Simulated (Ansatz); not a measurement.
Level of theory: Ansatz 0.2.0, DFT r2SCAN, scalar-relativistic, plane waves, PAW.

Structure of Ca3BiP:

```
CELL_PARAMETERS angstrom
5.40650 0.00000 0.00000
0.00000 5.40650 0.00000
0.00000 0.00000 5.40650
ATOMIC_POSITIONS crystal
Ca 0.00000 0.50000 0.50000
Ca 0.50000 0.00000 0.50000
Ca 0.50000 0.50000 0.00000
Bi 0.00000 0.00000 0.00000
P 0.50000 0.50000 0.50000
```

Plane waves to 500 eV, a k mesh through Γ of 6×6×6 on the computed 5-atom cell and Gaussian smearing (0.02 eV); no spin polarisation.

Levels along Γ–X–M–Γ–R–X | R–M, in eV from a zero inside the gap, sorted by energy at each point. Points in fractions of the primitive reciprocal vectors: Γ (0.000 0.000 0.000), X (0.000 0.500 0.000), M (0.500 0.500 0.000), R (0.500 0.500 0.500).
| point | k (1/Å, with 2π) | band 22 | band 23 | band 24 | band 25 | band 26 | band 27 | band 28 |
| --- | --- | --- | --- | --- | --- | --- | --- | --- |
| Γ | 0.000 | -2.31 | -0.32 | -0.32 | -0.32 | 0.32 | 0.62 | 0.62 |
| - | 0.083 | -2.31 | -0.65 | -0.40 | -0.40 | 0.51 | 0.65 | 0.83 |
| - | 0.166 | -2.29 | -1.16 | -0.59 | -0.59 | 0.68 | 0.74 | 1.01 |
| - | 0.249 | -2.27 | -1.65 | -0.81 | -0.81 | 0.86 | 0.88 | 1.07 |
| - | 0.332 | -2.25 | -2.08 | -1.01 | -1.01 | 1.05 | 1.05 | 1.13 |
| - | 0.415 | -2.21 | -2.21 | -1.17 | -1.17 | 1.20 | 1.25 | 1.25 |
| - | 0.498 | -2.19 | -2.19 | -1.27 | -1.27 | 1.25 | 1.41 | 1.41 |
| X | 0.581 | -2.18 | -2.18 | -1.31 | -1.31 | 1.26 | 1.47 | 1.48 |
| - | 0.664 | -2.19 | -2.16 | -1.33 | -1.31 | 1.29 | 1.48 | 1.54 |
| - | 0.747 | -2.21 | -2.10 | -1.39 | -1.30 | 1.35 | 1.50 | 1.70 |
| - | 0.830 | -2.25 | -2.01 | -1.46 | -1.29 | 1.44 | 1.55 | 1.92 |
| - | 0.913 | -2.28 | -1.90 | -1.54 | -1.28 | 1.53 | 1.63 | 1.94 |
| - | 0.996 | -2.31 | -1.78 | -1.60 | -1.27 | 1.63 | 1.73 | 1.81 |
| - | 1.079 | -2.34 | -1.69 | -1.64 | -1.26 | 1.69 | 1.74 | 1.80 |
| M | 1.162 | -2.34 | -1.66 | -1.66 | -1.26 | 1.72 | 1.72 | 1.83 |
| - | 1.280 | -2.33 | -1.73 | -1.61 | -1.26 | 1.67 | 1.76 | 1.77 |
| - | 1.397 | -2.30 | -1.90 | -1.50 | -1.25 | 1.54 | 1.57 | 1.89 |
| - | 1.514 | -2.27 | -2.04 | -1.30 | -1.19 | 1.31 | 1.37 | 1.70 |
| - | 1.632 | -2.27 | -2.03 | -1.05 | -1.02 | 1.04 | 1.21 | 1.33 |
| - | 1.749 | -2.28 | -1.57 | -0.77 | -0.75 | 0.80 | 1.02 | 1.08 |
| - | 1.867 | -2.30 | -0.86 | -0.47 | -0.47 | 0.60 | 0.77 | 0.86 |
| Γ | 1.984 | -2.31 | -0.32 | -0.32 | -0.32 | 0.32 | 0.62 | 0.62 |
| - | 2.128 | -2.27 | -1.03 | -0.54 | -0.54 | 0.70 | 0.85 | 0.85 |
| - | 2.272 | -2.28 | -1.76 | -0.93 | -0.93 | 1.01 | 1.18 | 1.18 |
| - | 2.415 | -2.76 | -1.81 | -1.32 | -1.32 | 1.40 | 1.53 | 1.53 |
| - | 2.559 | -3.23 | -1.72 | -1.65 | -1.65 | 1.84 | 1.89 | 1.89 |
| - | 2.703 | -3.42 | -1.89 | -1.89 | -1.78 | 1.93 | 2.10 | 2.10 |
| - | 2.847 | -3.55 | -2.04 | -2.04 | -1.98 | 1.95 | 2.04 | 2.04 |
| R | 2.990 | -3.59 | -2.09 | -2.09 | -2.09 | 1.98 | 1.98 | 1.98 |
| - | 3.108 | -3.53 | -2.06 | -2.05 | -2.01 | 1.96 | 2.00 | 2.04 |
| - | 3.225 | -3.37 | -1.98 | -1.95 | -1.82 | 1.89 | 2.04 | 2.19 |
| - | 3.343 | -3.12 | -1.86 | -1.85 | -1.60 | 1.76 | 2.00 | 2.29 |
| - | 3.460 | -2.81 | -1.85 | -1.69 | -1.41 | 1.59 | 1.80 | 2.17 |
| - | 3.577 | -2.51 | -1.94 | -1.51 | -1.30 | 1.43 | 1.60 | 1.84 |
| - | 3.695 | -2.27 | -2.09 | -1.37 | -1.29 | 1.31 | 1.50 | 1.58 |
| X | 3.812 | -2.18 | -2.18 | -1.31 | -1.31 | 1.26 | 1.47 | 1.48 |
| R | 3.812 | -3.59 | -2.09 | -2.09 | -2.09 | 1.98 | 1.98 | 1.98 |
| - | 3.895 | -3.53 | -2.07 | -2.07 | -2.06 | 1.99 | 1.99 | 1.99 |
| - | 3.978 | -3.38 | -2.01 | -2.01 | -1.96 | 2.00 | 2.01 | 2.01 |
| - | 4.061 | -3.15 | -1.93 | -1.93 | -1.82 | 2.00 | 2.00 | 2.01 |
| - | 4.144 | -2.88 | -1.83 | -1.83 | -1.64 | 1.93 | 1.93 | 2.00 |
| - | 4.227 | -2.61 | -1.74 | -1.74 | -1.46 | 1.83 | 1.83 | 1.96 |
| - | 4.310 | -2.42 | -1.68 | -1.68 | -1.31 | 1.75 | 1.75 | 1.90 |
| M | 4.393 | -2.34 | -1.66 | -1.66 | -1.26 | 1.72 | 1.72 | 1.83 |

Spin-orbit coupling is left out, which matters for the bands of heavy elements.